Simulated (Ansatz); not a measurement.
Hf2InC in space group P6_3/mmc (No. 194; Hf on 4f, In on 2d, C on 2a), plane-wave PAW r²SCAN (Ansatz code), all energies at zero smearing, with the estimated change up to a 700 eV cutoff added, with one set of potentials and settings (totals compare only within such a set). Cell of 8 atoms (4 Hf, 2 In, 2 C): -74665.786 eV.

| element | reference phase | E (eV/atom) |
|---|---|---|
| Hf | P6_3/mmc, 2 atoms in the cell | -15733.0631 |
| In | I4/mmm, 1 atoms in the cell | -5611.8204 |
| C | P6_3/mmc, 4 atoms in the cell | -251.6711 |

Formation energy per atom, worked out: (-74665.786 − 4×(-15733.0631) − 2×(-5611.8204) − 2×(-251.6711))/8 = -0.819 eV/atom (-79 kJ per mol of atoms), at 0 K, without zero-point energy or fitted corrections.

The workflow started from a Materials Project entry (that database holds measured and hypothetical structures alike); the Crystallography Open Database copy checked does not list it. Its standing as an ambient phase is unchecked. The cell was relaxed with r²SCAN under the symmetry of its start; whether a distortion lowers the energy is not shown. No spin polarisation was allowed. The references are the lowest solids computed at this level, not always the standard phases. Spin–orbit coupling is left out wherever it is not named.

Potentials: the later of the program's two PAW sets.
